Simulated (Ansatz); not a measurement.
The relaxed structure here is a generated cell of Ni: the first start was made by a random draw of sites in a space group, and the end was not matched to a known phase here, so it may be hypothetical. Known forms of Ni include space group No. 225.

A relaxed cell of Ni (P6/mmm (No. 191)), relaxed on a k-mesh at least as fine as the one used below. Method: PBEsol (plane waves to 420 eV, PAW, scalar-relativistic; Ansatz, an electronic-structure program). Γ-centred k-mesh 16×8×14 on the run's cell (coarser than for final values), Fermi–Dirac smearing 0.05 eV.

```
Ni
1.0
    2.37163     0.00000     0.00000
   -2.37163     4.10778     0.00000
    0.00000     0.00000     2.30743
Ni
2
Direct
  0.00000   0.00000   0.00000
  0.00000   0.50000   0.00000
```
Spin-polarised start, with parallel moments on Ni.

The atoms are displaced by (Å):

```
atom     ux      uy      uz
----  -----  ------  ------
Ni1   0.021  -0.067  -0.069
Ni2   0.120   0.183  -0.019
```

What forces (eV/Å) and pressure result?


```json
[
 {"atom": "Ni1", "Fx": "0.54", "Fy": "2.90", "Fz": "-0.11"},
 {"atom": "Ni2", "Fx": "-0.54", "Fy": "-2.90", "Fz": "0.11"}
]
```

Pressure +9.7 GPa.

Estimate the energy cost of the displacement in the harmonic approximation and compare with the calculation.

For a harmonic well ΔE = −½ Σ F·u = 0.386 eV a cell, or 193 meV/atom. The calculated energy relative to the undisplaced cell is +0.18 eV/atom, so the harmonic estimate holds well.

The undisplaced cell is probably no minimum: from this displacement the run went on to Fm-3m (No. 225), 0.45 eV/atom below it.

Spin state reached: ferromagnetic (net 0.46 μB/atom), from parallel starting moments; other spin orders were not run from this start.
